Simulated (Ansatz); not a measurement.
Consider the following.

Relaxed KZnF$_{3}$ (cubic perovskite):

```yaml
crystal:
  lattice:
    - [8.25492, 0.00000, 0.00000]
    - [0.00000, 4.12746, 0.00000]
    - [0.00000, 0.00000, 4.12746]
  atoms:
    - { symbol: K, position: [0.00000, 0.00000, 0.00000] }
    - { symbol: K, position: [0.50000, 0.00000, 0.00000] }
    - { symbol: Zn, position: [0.25000, 0.50000, 0.50000] }
    - { symbol: Zn, position: [0.75000, 0.50000, 0.50000] }
    - { symbol: F, position: [0.00000, 0.50000, 0.50000] }
    - { symbol: F, position: [0.50000, 0.50000, 0.50000] }
    - { symbol: F, position: [0.25000, 0.00000, 0.50000] }
    - { symbol: F, position: [0.75000, 0.00000, 0.50000] }
    - { symbol: F, position: [0.25000, 0.50000, 0.00000] }
    - { symbol: F, position: [0.75000, 0.50000, 0.00000] }
```

A phonon eigenvector at X = (0.5, 0.0, 0.0) is frozen into this cell: atom i moves by Q times the vector below, so Q is the largest atomic displacement, in Å. The cell is held. (q is in reciprocal vectors of the primitive cell; the cell shown is doubled to hold the pattern.)

| atom | x | y | z |
|---|---|---|---|
| K1 | 0.111 | 0.000 | 0.000 |
| K2 | -0.111 | 0.000 | 0.000 |
| F5 | -1.000 | 0.000 | 0.000 |
| F6 | 1.000 | 0.000 | 0.000 |

Atoms not listed stay in place.

These are PBE (plane waves to 420 eV, PAW, scalar-relativistic; Ansatz, a program for electronic structure) values and carry that method's errors. k mesh 4×8×8 (Γ-centred), Fermi-Dirac smearing 0.05 eV. Energies are smeared free energies. KZnF3 was relaxed with its symmetry unable to fall. ΔE is measured from the undisplaced structure.

The scan covers Q from -0.180 to 0.180 Å in 13 points.

**Question.** Which space group does the distorted structure have?

**Answer.** P4/mmm (No. 123), lowered from Pm-3m.

**Question.** Is this a single well or a double well?

**Answer.** A single well with its minimum at or next to zero displacement.

**Question.** What is the energy change at Q = 0.180 Å?

**Answer.** 414 meV/cell.

**Question.** What harmonic wavenumber does the curvature at Q = 0 give?

**Answer.** 411 cm⁻¹.

(For displaced atoms, the force is minus the slope of the energy, and its curvature is a force constant, which sets phonon frequencies.)
